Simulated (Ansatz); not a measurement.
ScPt3 (Cu3Au type)

```yaml
crystal:
  lattice:
    - [3.92239, 0.00000, 0.00000]
    - [0.00000, 3.92239, 0.00000]
    - [0.00000, 0.00000, 3.92239]
  atoms:
    - { symbol: Sc, position: [0.00000, 0.00000, 0.00000] }
    - { symbol: Pt, position: [0.50000, 0.50000, 0.00000] }
    - { symbol: Pt, position: [0.00000, 0.50000, 0.50000] }
    - { symbol: Pt, position: [0.50000, 0.00000, 0.50000] }
```

The slice is a {100} plane (indices of the conventional cell) through the point (0.500, 0.000, 0.500) (fractional), spanned by u = [100] and v = [010] in vectors of this cell: u (3.92 Å) and v (3.92 Å, at 90° to u). It covers one period; positions are fractions (u, v).

All values below come from LDA (plane waves to 420 eV, PAW, scalar-relativistic; Ansatz, a quantum-chemistry and plane-wave program). k mesh 12×12×12. Near the nuclei the fields are pseudised (PAW); where an atom keeps semicore shells as valence, they peak there. ScPt3 is run without spin polarisation. ScPt3 was relaxed with its symmetry unable to fall. Spin-orbit coupling is left out, though Pt is heavy.

Three fields on this plane, each scaled to ten steps between its own extremes (0 low, 9 high; the total valence density on a logarithmic scale, the potential cut 8 eV below its top; x marks points blanked near nuclei; v = 0 in the bottom row):

Map A
```
|xxxxxxx15788888751xxxxxx|
|xxxxxx0257888887520xxxxx|
|xxxxxx0367777777630xxxxx|
|xxxxx014565555565410xxxx|
|xxxx00344321112344300xxx|
|xx001343100xxx001343100x|
|112344300xxxxxxx00344321|
|55666410xxxxxxxxx0146665|
|8887630xxxxxxxxxxx036788|
|9988620xxxxxxxxxxx026889|
|999851xxxxxxxxxxxxx15899|
|999851xxxxxxxxxxxxx15899|
|999851xxxxxxxxxxxxx15899|
|9988620xxxxxxxxxxx026889|
|8887630xxxxxxxxxxx036788|
|55666410xxxxxxxxx0146665|
|112344300xxxxxxx00344321|
|xx001343100xxx001343100x|
|xxxx00344321112344300xxx|
|xxxxx014565555565410xxxx|
|xxxxxx0367777777630xxxxx|
|xxxxxx0257888887520xxxxx|
|xxxxxxx15788888751xxxxxx|
|xxxxxxx15788988751xxxxxx|
```

Map B
```
|xxxxxxx74210001247xxxxxx|
|xxxxxx9643211123469xxxxx|
|xxxxxx8643322233468xxxxx|
|xxxxx976544444445679xxxx|
|xxxx97666667776666679xxx|
|xx987666789xxx987666789x|
|776655679xxxxxxx97655667|
|44444579xxxxxxxxx9754444|
|2223468xxxxxxxxxxx864322|
|0112469xxxxxxxxxxx964211|
|001247xxxxxxxxxxxxx74210|
|000247xxxxxxxxxxxxx74200|
|001247xxxxxxxxxxxxx74210|
|0112469xxxxxxxxxxx964211|
|2223468xxxxxxxxxxx864322|
|44444579xxxxxxxxx9754444|
|776655679xxxxxxx97655667|
|xx987666789xxx987666789x|
|xxxx97666667776666679xxx|
|xxxxx976544444445679xxxx|
|xxxxxx8643322233468xxxxx|
|xxxxxx9643211123469xxxxx|
|xxxxxxx74210001247xxxxxx|
|xxxxxxx74210001247xxxxxx|
```

Map C
```
|xxxxxxx88754445788xxxxxx|
|xxxxxx9887655567889xxxxx|
|xxxxxx8888777778888xxxxx|
|xxxxx889988888889988xxxx|
|xxxx87999888888899978xxx|
|xx977899889xxx988998779x|
|766678878xxxxxxx87887666|
|45557778xxxxxxxxx8777555|
|3334567xxxxxxxxxxx765433|
|1123569xxxxxxxxxxx965321|
|001356xxxxxxxxxxxxx65310|
|001347xxxxxxxxxxxxx74310|
|001356xxxxxxxxxxxxx65310|
|1123569xxxxxxxxxxx965321|
|3334567xxxxxxxxxxx765433|
|45557778xxxxxxxxx8777555|
|766678878xxxxxxx87887666|
|xx977899889xxx988998779x|
|xxxx87999888888899978xxx|
|xxxxx889988888889988xxxx|
|xxxxxx8888777778888xxxxx|
|xxxxxx9887655567889xxxxx|
|xxxxxxx88754445788xxxxxx|
|xxxxxxx88754445788xxxxxx|
```

**Question.** Assign the maps to these fields: electron localisation function (ELF); valence electron density; electrostatic potential energy of an electron, from the cell's mean.

**Answer.** A is the electrostatic potential energy of an electron, from the cell's mean; B is the valence electron density; C is the electron localisation function (ELF).
